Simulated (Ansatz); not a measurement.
Sr2Si in space group Pnma (No. 62; Sr on 4c, Sr on 4c, Si on 4c), the program Ansatz at the LDA level (PAW). The conduction-band minimum lies at Γ, with 1 equivalent valley. Second derivatives d²E/dk² of the lowest band at one valley (eV·Å²), along Cartesian directions:

```json
[
 {"direction": "[100]", "d²E/dk²": "21.75"},
 {"direction": "[010]", "d²E/dk²": "191.4"},
 {"direction": "[001]", "d²E/dk²": "11.85"},
 {"direction": "[110]", "d²E/dk²": "106.8"},
 {"direction": "[101]", "d²E/dk²": "16.80"},
 {"direction": "[011]", "d²E/dk²": "101.8"}
]
```

**Question.** Find the principal effective masses, the density-of-states mass and the conductivity mass.

**Answer.** Off-diagonal terms follow from H_xy = H[110] − (H_xx + H_yy)/2, and m*/mₑ = 7.620 eV·Å² over each eigenvalue: 0.040, 0.35, 0.64. One valley's DOS mass (m₁m₂m₃)^(1/3) = 0.21, conductivity mass 3/(Σ 1/mᵢ) = 0.10 mₑ.

**Question.** What effective density of states Nc follows at 300 K for parabolic valleys?

**Answer.** Nc = 2.509e19 × 1 × (0.21)^(3/2) ≈ 2.4e18 cm⁻³.

The workflow started from a Materials Project entry (that database holds measured and hypothetical structures alike); the Crystallography Open Database files this formula in space group No. 62, but the cells were not matched. Its standing as an ambient phase is unchecked. The LDA relaxation kept the symmetry of its start; its stability against distortions is not shown here. Spin–orbit coupling is left out wherever it is not named.

Potentials: the later of the program's two PAW sets.

Edges and masses are those of Kohn–Sham bands, whose gap is no quasiparticle gap.
